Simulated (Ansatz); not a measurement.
Ag, DFT, PBEsol, all-electron LAPW, scalar-relativistic (Ansatz 0.2.0), run on 1 thread of Arm Neoverse V2 on a shared host.

The geometry is COD entry 9008459, unchecked; take it as a test cell. The listed cell was then made from it by scaling, straining or moving an atom.

Command: `ansatz run input.yaml --threads 1 --pin off --max-ram 3072MiB --backend cpu --events-out ev --progress --plain --runs-dir out`

```yaml
crystal:
  lattice:
    - [0.0, 2.0431, 2.083962]
    - [2.0431, 0.0, 2.083962]
    - [2.0431, 2.0431, 0.0]
  atoms:
    - { symbol: Ag, position: [0.0, 0.0, 0.0] }
kpoints:
  mp_grid: { grid: [15, 15, 15] }
  band_path:
    path:
      - [0.0, 0.0, 0.0]
      - [0.0, 0.5, 0.5]
      - [0.25, 0.75, 0.5]
      - [0.0, 0.5, 0.0]
      - [0.0, 0.0, 0.0]
      - [0.5, 0.5, 0.0]
      - [0.3701460977, 0.6298539023, 0.0]
      - [-0.3701460977, 0.3701460977, 0.0]
      - [0.0, 0.0, 0.0]
    npoints: 5
scf:
  occupations: { method: fermi_dirac, width: 0.03 }
hamiltonian:
  xc: pbesol
  pseudopotentials: { kind: all_electron, lapw: { basis_error: 0.0005 } }
output:
  forces: true
  stress: true
  eigenvalues: true
```

Task: How large is the problem that the program sets up?

Result: 288 irreducible k-points, 169 plane waves at Γ, 14 bands.

Task: Estimate the wall time and the peak memory.

Result: 22 s of wall time for 6 SCF iterations, with a peak of 0.43 GiB. Times on shared machines scatter by tens of per cent.
